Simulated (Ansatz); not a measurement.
# Profile along the C–C line in C (space group R-3m)

C (space group R-3m)

```
CELL_PARAMETERS angstrom
      1.22244     0.70578    18.03764
     -1.22244     0.70578    18.03764
      0.00000    -1.41156    18.03764
ATOMIC_POSITIONS crystal
  C  0.03074 0.03074 0.03074
  C  0.96926 0.96926 0.96926
  C  0.90808 0.90808 0.90808
  C  0.09192 0.09192 0.09192
  C  0.75860 0.75860 0.75860
  C  0.24140 0.24140 0.24140
  C  0.36407 0.36407 0.36407
  C  0.63593 0.63593 0.63593
```

Fields along a shortest C–C line of a (0001) plane (1.41 Å), from C to C, interpolated on the slice's grid (step about 0.2 Å). Method: LDA (plane waves to 420 eV, PAW, scalar-relativistic; Ansatz, a program for electronic structure). k mesh 15×15×15. Inside the PAW spheres the values are not all-electron values, and peaks at nuclei hang on which shells count as valence. C was relaxed with its symmetry unable to fall. This is one of several known forms of C; the measured ambient cells at hand have space group No. 194 or 225 or 227.

```csv
distance from C (Å),valence electron density (e/Å³),electron localisation function
0.00,1.85,x
0.14,1.94,x
0.28,2.13,x
0.42,2.18,0.76
0.56,2.10,0.92
0.70,2.06,0.94
0.85,2.10,0.92
0.99,2.17,0.76
1.13,2.13,x
1.27,1.94,x
1.41,1.84,x
```

x: too close to a nucleus for the ELF to mean much.

Density on the C–C line (1.41 Å) at its midpoint: 2.06 e/Å³. ELF at that point: 0.9. ELF maximum in the middle third of the C–C line: 0.94, 0.7 Å from C.
